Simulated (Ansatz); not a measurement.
SiRu (CsCl type, space group No. 221) under volume change, DFT-r²SCAN in the program Ansatz with PAW potentials, scaled uniformly.

```tsv
V (Å³/atom)	E − E(relaxed) (meV/atom)	P (GPa)
11.246	105.3	33.07
11.617	44.1	20.20
11.988	10.3	9.24
12.359	0.0	0.00
12.729	9.2	-7.72
13.100	34.8	-14.20
13.471	74.2	-19.69
```

Q: What does a third-order Birch–Murnaghan fit give for V₀, B₀ and B′?

A: V₀ = 12.36 Å³/atom, B₀ = 280 GPa, B′ = 4.7.

Space group Pm-3m (CsCl type). The first step of the workflow began from a Materials Project structure, measured or hypothetical; the Crystallography Open Database copy checked does not list it. Whether it is the stable phase at ambient conditions was not checked. The cell was relaxed with r²SCAN under the symmetry of its start; whether a distortion lowers the energy is not shown. The run is not spin-polarised.

Potentials: the later of the program's two PAW sets.
